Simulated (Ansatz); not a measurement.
Br (molecular I2 type, space group No. 64) is relaxed with PBE+D3(BJ) in the plane-wave PAW code Ansatz. What lattice parameters of the conventional cell result?

a = 6.984 Å, b = 4.147 Å, c = 8.578 Å.

Give the free coordinates with the occupied sites.

In one choice of origin and axes:

```
atom  site  symmetry       x       y       z
----  ----  --------  ------  ------  ------
Br      8f       m..  0.0000  0.3490  0.3809
```

Is it a metal or does it have a gap at this level?

A gap of 1.31 eV, indirect.

Space group Cmce (molecular I2 type). Symmetry was held in the PBE+D3(BJ) relaxation. The substance is a gas or liquid at ambient conditions; this is its low-temperature solid. Scalar-relativistic: spin–orbit coupling is off unless named, which matters more the heavier the elements.

Potentials: the later of the program's two PAW sets.
